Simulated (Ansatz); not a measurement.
CuC$_{6}$:
```cif
data_C12Cu2
_chemical_formula_sum 'C12 Cu2'
_space_group_name_H-M_alt 'Amm2'
_space_group_IT_number 38
_space_group_name_Hall 'A 2 -2'
_cell_length_a 4.06643
_cell_length_b 7.46029
_cell_length_c 4.31399
_cell_angle_alpha 90.000
_cell_angle_beta 90.000
_cell_angle_gamma 90.000
loop_
_space_group_symop_operation_xyz
  'x, y, z'
  '-x, -y, z'
  '-x, y, z'
  'x, -y, z'
  'x, y+1/2, z+1/2'
  '-x, -y+1/2, z+1/2'
  '-x, y+1/2, z+1/2'
  'x, -y+1/2, z+1/2'
loop_
_atom_site_label
_atom_site_type_symbol
_atom_site_symmetry_multiplicity
_atom_site_Wyckoff_symbol
_atom_site_fract_x
_atom_site_fract_y
_atom_site_fract_z
_atom_site_occupancy
C1 C 2 a 0.00000 0.00000 0.03508 1
C2 C 4 d 0.00000 0.16924 0.20618 1
C3 C 4 d 0.00000 0.33378 0.03791 1
C4 C 2 a 0.00000 0.00000 0.69880 1
Cu1 Cu 2 b 0.50000 0.50000 0.59374 1
```
(The calculation used a cell of 7 atoms; values per cell refer to that cell.)

Relaxed with r²SCAN.

Question: Which orbitals make up the states near the Fermi level in DFT-r²SCAN in the program Ansatz with PAW potentials?

Answer: Within 0.5 eV of the Fermi level: C 2p 65 %, Cu 4s 22 %, Cu 3d 6 %, outside the projected shells 6 %. Projections are on Löwdin-orthogonalised atomic valence shells; empty p or d shells of many metals are not among them.

Question: Tabulate the density of states.

Answer: States/eV per cell of 7 atoms, in 0.25 eV bins, energy from the Fermi level.

```
E (eV)  total  C 2p  Cu 3d  Cu 4s
------  -----  ----  -----  -----
-7.85    2.08  1.96   0.03   0.01
-7.60    1.86  1.76   0.03   0.00
-7.35    1.97  1.85   0.04   0.00
-7.10    2.32  2.16   0.09   0.01
-6.85    2.26  2.06   0.14   0.01
-6.60    2.12  1.91   0.16   0.01
-6.35    1.97  1.75   0.17   0.00
-6.10    1.98  1.72   0.22   0.00
-5.85    2.01  1.70   0.28   0.00
-5.60    2.11  1.72   0.37   0.00
-5.35    2.35  1.81   0.51   0.00
-5.10    2.42  1.79   0.62   0.00
-4.85    1.90  1.33   0.55   0.00
-4.60    1.14  0.66   0.48   0.00
-4.35    0.86  0.40   0.46   0.00
-4.10    0.58  0.20   0.37   0.00
-3.85    1.92  0.31   1.58   0.03
-3.60    6.74  0.67   5.86   0.17
-3.35   17.00  0.64  16.23   0.07
-3.10    7.04  1.08   5.87   0.06
-2.85    3.84  1.22   2.52   0.07
-2.60    1.98  0.88   1.02   0.06
-2.35    0.88  0.51   0.33   0.03
-2.10    0.43  0.28   0.13   0.02
-1.85    0.21  0.15   0.05   0.01
-1.60    0.09  0.07   0.01   0.00
-1.35    0.05  0.05   0.00   0.00
-1.10    0.13  0.10   0.02   0.01
-0.85    0.42  0.24   0.04   0.11
-0.60    0.86  0.54   0.07   0.20
-0.35    1.31  0.86   0.09   0.26
-0.10    1.40  0.91   0.08   0.30
0.15     1.45  0.94   0.08   0.32
0.40     1.48  0.95   0.07   0.34
0.65     1.61  0.99   0.07   0.42
0.90     1.50  0.89   0.06   0.42
1.15     1.27  0.78   0.05   0.33
1.40     1.16  0.74   0.04   0.28
1.65     1.09  0.70   0.03   0.25
1.90     1.00  0.63   0.03   0.23
2.15     1.07  0.63   0.03   0.22
2.40     1.17  0.62   0.02   0.21
2.65     1.29  0.60   0.02   0.21
2.90     1.37  0.62   0.02   0.22
3.15     1.01  0.44   0.02   0.20
3.40     1.14  0.47   0.02   0.21
3.65     1.17  0.47   0.02   0.23
3.90     1.29  0.52   0.02   0.25
4.15     1.28  0.50   0.02   0.22
4.40     1.28  0.48   0.02   0.20
4.65     1.23  0.42   0.01   0.18
```

The start of the workflow was typed in or built on a structure type; neither database checked (COD, Materials Project) lists it. Whether it is the stable phase at ambient conditions was not checked. The r²SCAN relaxation kept the symmetry of its start; whether a distortion lowers the energy is not shown. The run is not spin-polarised. The volume moved by 16 % from the start of the relaxation. Its formation energy is positive at this level, so the cell may be metastable or incomplete.

Potentials: the earlier of the program's two PAW sets.
